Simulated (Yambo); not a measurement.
Here is the system:

```xyz
5
Lattice="2.5751 1.4867 2.7840 -2.5751 1.4867 2.7840 0.0000 -2.9735 2.7840" Properties=species:S:1:pos:R:3 pbc="T T T"
N      0.0000     0.0000     4.8065
O      0.0000    -1.2644     4.8267
O      1.0950     0.6322     4.8267
O     -1.0950     0.6322     4.8267
Ag     0.0000     0.0000     8.2864
```

Workflow: norm-conserving PBEsol (Quantum ESPRESSO, 84 Ry, without SOC), then G0W0 in Yambo (4×4×4 Γ-centred k mesh, bands 5 to 132 and a 8 Ry block in the screening, 132 bands in G with the Bruneval-Gonze terminator, plasmon pole fitted at 27.2 eV).

Problem. Give the PBEsol and G0W0 gaps between the band edges found on this mesh, and say where the edges lie.

Solution. Edges: L → Z. PBEsol: 1.59 eV; G0W0: 4.27 eV. Among the k points computed, the smallest G0W0 gap is 4.13 eV, L → Γ. Nearest settings tried, and what they do to the gap: 87 bands in W, 87 bands in G: +45 meV; 7 Ry block (143 vectors against 191): +12 meV. Not varied: mesh. So the settings aren't converged at that level. Spin-orbit splittings are left out.

Geometry relaxed with PBE+D3(BJ).
